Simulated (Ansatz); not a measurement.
ZrAg:
```cif
data_Ag2Zr2
_chemical_formula_sum 'Zr2 Ag2'
_space_group_name_H-M_alt 'P 1'
_space_group_IT_number 1
_cell_length_a 5.88042
_cell_length_b 5.88042
_cell_length_c 4.69617
_cell_angle_alpha 90.000
_cell_angle_beta 90.000
_cell_angle_gamma 151.694
loop_
_space_group_symop_operation_xyz
  'x, y, z'
loop_
_atom_site_label
_atom_site_type_symbol
_atom_site_fract_x
_atom_site_fract_y
_atom_site_fract_z
_atom_site_occupancy
Zr1 Zr 0.66321 0.33679 0.25000 1
Ag1 Ag 0.93005 0.06995 0.25000 1
Zr2 Zr 0.33679 0.66321 0.75000 1
Ag2 Ag 0.06995 0.93005 0.75000 1
```

Relaxed with PBEsol.

Task: Which orbitals make up the states near the Fermi level in plane-wave PAW PBEsol (Ansatz code)?

Result: Within 0.5 eV of the Fermi level: Zr 4d 80 %, Ag 4d 5 %, outside the projected shells 7 %. Projections are on Löwdin-orthogonalised atomic valence shells; empty p or d shells of many metals are not among them.

Task: Tabulate the density of states.

Result: States/eV per cell of 4 atoms, in 0.25 eV bins, energy from the Fermi level.

```csv
E (eV),total,Ag 4d,Zr 4d,Ag 5s
-7.30,0.00,0.00,0.00,0.00
-7.05,0.06,0.00,0.00,0.03
-6.80,0.22,0.01,0.00,0.11
-6.55,0.37,0.03,0.01,0.19
-6.30,0.76,0.23,0.02,0.31
-6.05,6.78,5.52,0.39,0.49
-5.80,14.55,12.26,0.94,0.88
-5.55,11.03,9.70,0.59,0.39
-5.30,7.92,6.98,0.39,0.22
-5.05,9.59,8.58,0.44,0.22
-4.80,9.74,8.66,0.48,0.30
-4.55,10.16,9.50,0.33,0.14
-4.30,7.53,6.84,0.31,0.19
-4.05,5.12,4.44,0.27,0.21
-3.80,1.58,0.90,0.16,0.25
-3.55,1.08,0.34,0.18,0.27
-3.30,1.20,0.28,0.28,0.34
-3.05,1.41,0.28,0.40,0.43
-2.80,1.77,0.30,0.62,0.57
-2.55,1.47,0.20,0.60,0.38
-2.30,1.40,0.19,0.64,0.27
-2.05,1.48,0.21,0.74,0.22
-1.80,1.89,0.26,1.09,0.18
-1.55,2.20,0.27,1.39,0.15
-1.30,3.85,0.35,2.71,0.17
-1.05,3.90,0.28,2.84,0.13
-0.80,3.12,0.21,2.41,0.08
-0.55,3.28,0.20,2.55,0.06
-0.30,3.71,0.21,2.97,0.06
-0.05,4.08,0.24,3.33,0.09
0.20,4.35,0.19,3.53,0.12
0.45,3.68,0.18,2.87,0.14
0.70,2.11,0.11,1.58,0.15
0.95,2.68,0.13,1.86,0.20
1.20,2.84,0.13,1.89,0.14
1.45,3.10,0.15,2.19,0.12
1.70,2.75,0.14,2.01,0.08
1.95,2.20,0.11,1.74,0.05
2.20,2.45,0.11,2.04,0.04
2.45,3.65,0.15,3.05,0.07
2.70,3.71,0.15,3.12,0.08
2.95,4.91,0.19,4.12,0.12
3.20,3.95,0.11,3.36,0.08
3.45,3.95,0.09,3.33,0.07
3.70,3.09,0.07,2.43,0.08
```

Space group Cmcm. The start of the workflow was typed in or built on a structure type; neither database checked (COD, Materials Project) lists it. COD files the formula under space group No. 129. Whether it is the stable phase at ambient conditions was not checked. The PBEsol relaxation kept the symmetry of its start; its stability against distortions is not shown here. No spin polarisation was allowed. Spin–orbit coupling is left out wherever it is not named.

Potentials: the earlier of the program's two PAW sets. The files were generated under PBE; for other functionals the program regenerates the frozen cores, and for LDA and PBEsol the local potential too.
